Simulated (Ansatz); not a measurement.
CuI:
```xyz
6
Lattice="4.1905 0.0000 0.0000 -2.0953 3.6291 0.0000 0.0000 0.0000 9.7241" Properties=species:S:1:pos:R:3 pbc="T T T"
Cu     1.0473     1.8139     4.8620
Cu     2.0960     0.0000     8.1034
Cu    -1.0480     1.8152     1.6207
I      1.0476     1.8145     0.0000
I      2.0953     0.0000     3.2414
I     -1.0477     1.8146     6.4827
```

Relaxed with r²SCAN+D4.

Task: Give the Bader charges and basin volumes of the independent atoms, the program Ansatz at the r²SCAN+D4 level (PAW).

Result: 

| atom | Bader charge (e) | Bader volume (Å³) |
|---|---|---|
| Cu1 | +0.39 | 15.8 |
| I4 | -0.39 | 33.5 |

Space group P6_422. The start of the workflow was typed in or built on a structure type; neither database checked (COD, Materials Project) lists it. It is not the phase usual at ambient conditions (space group No. 216). The r²SCAN+D4 relaxation kept the symmetry of its start; its stability against distortions is not shown here. The workflow began spin-polarised and lost its moments. The volume moved by -31 % from the start of the relaxation. Scalar-relativistic: spin–orbit coupling is off unless named, which matters more the heavier the elements.

Potentials: the later of the program's two PAW sets.
